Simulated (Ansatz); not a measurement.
A geometry of AlNi away from equilibrium: step 3 of the relaxation of a relaxed AlNi cell with every coordinate shifted by Gaussian noise of σ = 0.45 Å. The numbers are results of r2SCAN (plane waves to 500 eV, PAW, scalar-relativistic; Ansatz, a first-principles code), not measurements. Γ-centred k-mesh 11×11×11 on the run's cell (coarser than for final values), Fermi–Dirac smearing 0.05 eV.

```
AlNi
1.0
    2.82142    -0.00276    -0.01467
   -0.00276     2.88372    -0.00142
   -0.01467    -0.00142     2.84266
Al Ni
1 1
Direct
  0.86123   0.98145   0.98971
  0.40233   0.48331   0.52449
```

Question: Predict the force on each atom, in eV/Å.

Answer: 
```tsv
atom	Fx	Fy	Fz
Al1	0.84	0.05	0.73
Ni2	-0.84	-0.05	-0.73
```

Question: What is the pressure?

Answer: +4.7 GPa, compression positive.

Question: How far above the relaxed end point is this geometry?

Answer: 0.04 eV/atom; the path ends in Pm-3m (No. 221) (CsCl type).

No spin polarisation in the result. A magnetic state may lie lower.
